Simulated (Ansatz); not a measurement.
A distorted cell of Si (diamond):

```xyz
4
Lattice="0.0000 5.4443 5.4443 2.7222 0.0000 2.7222 2.7222 2.7222 0.0000" Properties=species:S:1:pos:R:3 pbc="T T T"
Si     2.6644     2.7799     2.7799
Si     2.7799     5.3866     5.3866
Si     4.0255     4.1410     4.1410
Si     4.1410     6.7477     6.7477
```

The numbers are results of r2SCAN (plane waves to 500 eV, PAW, scalar-relativistic; Ansatz, a quantum-chemistry and plane-wave program), not measurements. k mesh 5×10×10 (Γ-centred), Fermi-Dirac smearing 0.05 eV. Compression counts positive. Si was relaxed with its symmetry unable to fall.

Task: Predict the force on every atom, in eV/Å.

Result: 
```
atom      Fx      Fy      Fz
----  ------  ------  ------
Si1    0.724  -0.724  -0.724
Si2   -1.497   1.497   1.497
Si3    1.497  -1.497  -1.497
Si4   -0.724   0.724   0.724
```

Task: What is the stress tensor (GPa)?

Result: 
```
   1.82    -1.74    -1.74
  -1.74     1.82     1.74
  -1.74     1.74     1.82
```
The pressure, a third of the trace, is 1.82 GPa.

(A displaced cell: forces are minus the slopes of the energy, force constants its curvatures, and phonons follow from these.)
